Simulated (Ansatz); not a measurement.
The start is a relaxed MoRu cell shaken by Gaussian noise of σ = 0.08 Å a coordinate. The structure is fully relaxed (lattice and positions, P = 0) with PBEsol (plane waves to 420 eV, PAW, scalar-relativistic; Ansatz, an electronic-structure program). The first steps use a coarse 8×8×4 k-mesh.

Starting cell:
```
MoRu
1.0
    2.42237    -4.21425     0.00000
    2.42237     4.21425     0.00000
    0.00000     0.00000     9.08062
Mo Ru
4 4
Direct
  0.48964   0.49743   0.49499
  0.50920   0.50501   0.00670
  0.95546   0.47200   0.50597
  0.49072   0.99293   0.00561
  0.48814   0.48665   0.24582
  0.48220   0.51305   0.74832
  0.97441   0.99866   0.49975
  0.98943   0.97713   0.00874
```

| Quantity | Value |
|---|---|
| Energy released | about 2.0 eV/atom |
| Volume change | -33.0 %, from 23.17 to 15.52 Å³/atom |
| Relative to the parent | It does not go back: it reaches Cm (No. 8), 1.93 eV/atom below the parent |
| Shortest distances (start → end) | The closest pairs of elements (up to four, under 3.6 Å), start → end: Mo–Ru 2.17 → 2.45 Å; Mo–Mo 2.33 → 2.50 Å; Ru–Ru 3.23 → 2.62 Å |
| Band gap at the end | zero (metallic) |
| Optimiser moves | 40 |

Final structure:

```cif
data_Mo8Ru8
_chemical_formula_sum 'Mo8 Ru8'
_space_group_name_H-M_alt 'Cm'
_space_group_IT_number 8
_space_group_name_Hall 'C -2y'
_cell_length_a 7.40059
_cell_length_b 4.28205
_cell_length_c 7.86276
_cell_angle_alpha 90.000
_cell_angle_beta 94.624
_cell_angle_gamma 90.000
loop_
_atom_site_label
_atom_site_type_symbol
_atom_site_symmetry_multiplicity
_atom_site_Wyckoff_symbol
_atom_site_fract_x
_atom_site_fract_y
_atom_site_fract_z
_atom_site_occupancy
Mo1 Mo 2 a 0.31650 0.00000 0.40495 1
Mo2 Mo 2 a 0.19305 0.50000 0.92739 1
Mo3 Mo 2 a 0.15492 0.50000 0.57974 1
Mo4 Mo 2 a 0.36747 0.00000 0.09490 1
Ru1 Ru 2 a 0.17839 0.50000 0.25440 1
Ru2 Ru 2 a 0.34024 0.00000 0.75115 1
Ru3 Ru 2 a 0.49180 0.50000 0.58444 1
Ru4 Ru 2 a 0.02276 0.00000 0.91895 1
```
(The calculation used a cell of 8 atoms; values per cell refer to that cell.)

Final values are on a 12×12×6 k-mesh of the relaxed cell. The start holds a very short contact (Mo–Ru 2.17 Å). No spin polarisation in the result.

The relaxed structure here is a generated cell of MoRu: the first start was made by a random draw of sites in a space group, and the end was not matched to a known phase here, so it may be hypothetical.
